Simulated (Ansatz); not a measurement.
# YCu under strain

Level of theory: DFT PBEsol, scalar-relativistic, plane waves, PAW in Ansatz 0.2.0. Run with 420 eV cutoff, 12×12×12 k-mesh, Gaussian smearing of 0.10 eV, no spin polarisation.

The relaxed crystal:

```
CELL_PARAMETERS angstrom
3.42443 0.00000 0.00000
0.00000 3.42443 0.00000
0.00000 0.00000 3.42443
ATOMIC_POSITIONS crystal
Y 0.00000 0.00000 0.00000
Cu 0.50000 0.50000 0.50000
```

Deformation: all cell vectors scaled alike, the atoms relaxed, all within the symmetry that the strain leaves. Energies are extrapolated to zero smearing.

| strain (%) | ΔE (meV/atom) | a (Å) | b (Å) | c (Å) |
| --- | --- | --- | --- | --- |
| -6.0 | 191.8 | 3.219 | 3.219 | 3.219 |
| -4.0 | 79.7 | 3.287 | 3.287 | 3.287 |
| -2.0 | 18.6 | 3.356 | 3.356 | 3.356 |
| +0.0 | 0.0 | 3.424 | 3.424 | 3.424 |
| +2.0 | 16.6 | 3.493 | 3.493 | 3.493 |
| +4.0 | 62.6 | 3.561 | 3.561 | 3.561 |
| +6.0 | 132.9 | 3.630 | 3.630 | 3.630 |

(1) What stiffness (1/V) d²E/dε² at zero strain does a cubic fit over all points give?

Results:

(1) A cubic fit gives (1/V) d²E/dε² = 721 GPa at zero strain (nine times the bulk modulus at fixed shape).